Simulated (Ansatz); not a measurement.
MgO:
```
CELL_PARAMETERS angstrom
      3.49433     0.00000     0.00000
     -1.74716     3.02618     0.00000
      0.00000     0.00000     4.19509
ATOMIC_POSITIONS crystal
  Mg 0.66667 0.33333 0.75000
  Mg 0.33333 0.66667 0.25000
  O  0.66667 0.33333 0.25000
  O  0.33333 0.66667 0.75000
```

Relaxed with PBEsol.

### Question
Give the optical modes at the zone centre with their infrared activity from DFPT, the program Ansatz at the PBEsol level (PAW).

### Answer
Transverse frequencies, without the LO–TO term; a row sums one degenerate level.

| ω (cm⁻¹) | degeneracy | IR ((D/Å)²/amu) | activity | symmetry |
|---|---|---|---|---|
| 288 | 2 | 0.00 | IR-inactive | E2g |
| 372 | 1 | 19.38 | IR | A2u |
| 405 | 1 | 0.00 | IR-inactive | B1g |
| 490 | 2 | 30.08 | IR | E1u |
| 499 | 2 | 0.00 | IR-inactive | E2g |
| 532 | 1 | 0.00 | IR-inactive | B1g |

### Question
How high does the top mode go among those that the LO–TO term moves?

### Answer
691 cm⁻¹ for q along x, 691 cm⁻¹ for q along y, 665 cm⁻¹ for q along z.

Space group P6_3/mmc. The workflow started from a Materials Project entry (that database holds measured and hypothetical structures alike); the Crystallography Open Database copy checked does not list it. It is not the phase usual at ambient conditions (space group No. 225). Symmetry was held in the PBEsol relaxation; whether a distortion lowers the energy is not shown.

Potentials: the earlier of the program's two PAW sets. The files were generated under PBE; for other functionals the program regenerates the frozen cores, and for LDA and PBEsol the local potential too.
